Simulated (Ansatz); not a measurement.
Mn₃Cr: which magnetic state is lowest?

The calculation used Ansatz 0.2.0, DFT r2SCAN, scalar-relativistic, plane waves, PAW.

```cif
data_structure
_symmetry_space_group_name_H-M 'P 1'
_symmetry_Int_Tables_number 1
_cell_length_a 4.0291
_cell_length_b 4.0291
_cell_length_c 4.0291
_cell_angle_alpha 60.000
_cell_angle_beta 60.000
_cell_angle_gamma 60.000
_cell_volume 46.25
loop_
_atom_site_label
_atom_site_type_symbol
_atom_site_fract_x
_atom_site_fract_y
_atom_site_fract_z
_atom_site_occupancy
Mn1 Mn 0.25000 0.25000 0.25000 1
Mn2 Mn 0.75000 0.75000 0.75000 1
Mn3 Mn 0.50000 0.50000 0.50000 1
Cr1 Cr 0.00000 0.00000 0.00000 1
```

```json
{
 "plane-wave cutoff": "500 eV",
 "Γ-centred k-mesh": "12×12×12",
 "occupation rule": "Gaussian smearing, 0.1 eV",
 "list of starting moments (μB, in atom order)": "4 4 4 3",
 "check for lower electronic states after the SCF": "off"
}
```

All runs keep this geometry, which isn't relaxed for the lowest state (largest force there 0.000 eV/Å, pressure 24.1 GPa) and needn't be a stable compound; relaxing each order would shift the differences by some 50 meV/atom, going by the pressures and a bulk modulus of about 150 GPa. r2SCAN tends to overstate moments in metals, so a weak moment here may be absent in the real material. Site moments are spin moments in atom-centred spheres that scale with the neighbour distance. The states are those that the runs reached from these starts; a lower one can exist. No antiferromagnetic start is among these.

**Question.** Starts tried: no spin; ferromagnetic. Which state comes out lowest, and what are the moments?

**Answer.** The lowest state is ferrimagnetic, reached from the start “ferromagnetic”, with site moments (μB) Mn +2.81 (×2), Mn +3.12, Cr -2.30.

```csv
start,ends,energy above lowest (meV/atom),site moments (μB),gap on mesh (eV),P (GPa)
no spin,non-magnetic,255,none over 0.05,metal,-19.5
ferromagnetic,ferrimagnetic,0.00,"Mn +2.81 (×2), Mn +3.12, Cr -2.30",metal,24.1
```

Cost: 2 runs of about 3.2 core-minutes in all, on Intel Xeon Processor @ 2.50GHz (Skylake/Cascade Lake) (shared hosts).